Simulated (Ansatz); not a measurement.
The relaxed structure here is a generated cell of W: the first start was made by placing the elements on the sites of a structure type, and the end was not matched to a known phase here, so it may be hypothetical. Known forms of W include space group No. 229.

A relaxed cell of W (P6₃/mmc (No. 194)), relaxed on a k-mesh at least as fine as the one used below. Level of theory: PBEsol (plane waves to 420 eV, PAW, scalar-relativistic; Ansatz, an electronic-structure program). Γ-centred k-mesh 13×13×4 on the run's cell (coarser than for final values), Fermi–Dirac smearing 0.05 eV.

```xyz
4
Lattice="2.7603 0.0000 0.0000 -1.3802 2.3905 0.0000 0.0000 0.0000 9.7116" Properties=species:S:1:pos:R:3 pbc="T T T"
W      0.0000     0.0000     0.0000
W      0.0000     0.0000     4.8558
W      0.0000     1.5937     2.4279
W      1.3802     0.7968     7.2837
```

The atoms are displaced along an unstable phonon of this cell by (Å):

```json
[
 {"atom": "W1", "ux": "0.000", "uy": "0.000", "uz": "0.000"},
 {"atom": "W2", "ux": "0.000", "uy": "0.000", "uz": "0.000"},
 {"atom": "W3", "ux": "0.000", "uy": "0.150", "uz": "0.000"},
 {"atom": "W4", "ux": "0.000", "uy": "-0.150", "uz": "0.000"}
]
```

Question: What forces (eV/Å) and pressure result?

Answer: 
```
atom    Fx     Fy    Fz
----  ----  -----  ----
W1    0.00   0.00  0.00
W2    0.00   0.00  0.00
W3    0.00   0.21  0.00
W4    0.00  -0.21  0.00
```

Pressure +0.1 GPa.

The undisplaced cell is probably no minimum: from this displacement the run went on to Im-3m (No. 229), 0.49 eV/atom below it.

No spin polarisation in the result.
